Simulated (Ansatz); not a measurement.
# CsCaF3 (Pm-3m), two-dimensional strain map

Method: Ansatz 0.2.0, DFT LDA, scalar-relativistic, plane waves, PAW. Settings: plane waves to 420 eV, k-mesh 6×6×6 (Γ-centred), Gaussian smearing 0.05 eV. Spin–orbit coupling is left out, which matters for the heavy elements here. No spin polarisation. Energies are free energies at this smearing, counted from the undisturbed cell; pressure is positive in compression.

Reference structure (as given, not relaxed at this level; it stands at -4.1 GPa, and it needn't be the usual structure):

```xyz
5
Lattice="4.5205 0.0000 0.0000 0.0000 4.5205 0.0000 0.0000 0.0000 4.5205" Properties=species:S:1:pos:R:3 pbc="T T T"
Cs    0.0000    0.0000    0.0000
Ca    2.2603    2.2603    2.2603
F     0.0000    2.2603    2.2603
F     2.2603    0.0000    2.2603
F     2.2603    2.2603    0.0000
```

The cell is strained by p along both x and y and by q along z, fractional coordinates fixed. Points are written (p, q).

Energy above the undisturbed cell in meV/atom (a dash: not computed):

```csv
p \ q,-0.030,-0.015,0.000,0.015,0.030
-0.030,-17.7,-17.7,-14.7,-9.2,-1.6
-0.015,-16.9,–,-10.9,–,4.9
0.000,-8.7,-5.7,0.0,8.2,18.4
0.015,5.7,–,17.0,–,37.7
0.030,25.2,30.7,39.0,49.5,61.8
```

Pressure in GPa:

| p \ q | -0.030 | -0.015 | 0.000 | 0.015 | 0.030 |
| --- | --- | --- | --- | --- | --- |
| -0.030 | 1.0 | 0.0 | -0.8 | -1.6 | -2.2 |
| -0.015 | -0.9 | – | -2.6 | – | -3.9 |
| 0.000 | -2.5 | -3.4 | -4.1 | -4.7 | -5.2 |
| 0.015 | -3.9 | – | -5.3 | – | -6.3 |
| 0.030 | -4.9 | -5.6 | -6.2 | -6.7 | -7.1 |

Gap on the k-mesh in eV:

| p \ q | -0.030 | -0.015 | 0.000 | 0.015 | 0.030 |
| --- | --- | --- | --- | --- | --- |
| -0.030 | 7.41 | 7.30 | 7.19 | 7.07 | 6.92 |
| -0.015 | 7.20 | – | 7.02 | – | 6.77 |
| 0.000 | 6.99 | 6.92 | 6.83 | 6.72 | 6.61 |
| 0.015 | 6.79 | – | 6.63 | – | 6.45 |
| 0.030 | 6.58 | 6.51 | 6.44 | 6.36 | 6.28 |

Symmetry holds off the tilts and polar distortions that many cubic perovskites undergo.